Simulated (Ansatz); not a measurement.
## K: energy along a strain

K, Cmcm, a = 4.876 Å, b = 8.095 Å, c = 7.812 Å (as given, not relaxed at this level: -0.6 GPa). This isn't the element's structure at ambient conditions. Ansatz: LDA, PAW, 420 eV, Γ-centred 12×12×6 mesh on 2 atoms, Gaussian smearing 0.15 eV; no spin polarisation. Cell vectors (Å): 2.438 -4.048 0.000; 2.438 4.048 0.000; 0.000 0.000 7.812. The cell is strained by x per cent times the pattern (0 1 0 0 0 0) in the order xx yy zz yz xz xy (engineering shears), with fractional coordinates held. y is the free energy over the start, V0 = 77.086 Å³/atom.

| x (%) | y (meV/atom) |
| --- | --- |
| -2.00 | ? |
| -1.50 | -3.63 |
| -1.00 | -2.48 |
| 0.00 | 0.00 |
| 0.50 | 1.32 |
| 1.50 | 4.11 |
| 2.00 | 5.58 |

Fit y = c1 x + c2 x² + c3 x³ to the other rows, get the stiffness along the pattern, and predict the missing energy.

Least squares on the rows shown. y = 2.587 x + 0.1068 x² − 0.002796 x³. The clamped-ion stiffness p·C·p = 2 × 1.068 eV × 160.2 / 77.086 Å³ = 4.4 GPa, which is C22 in these axes (second derivative at the start, which stands under stress). At x = -2.00 the fit asked for gives -4.72 meV/atom. The run gave -4.73 meV/atom, so the fit is 0.01 meV/atom too high, a small miss on the scale of the series.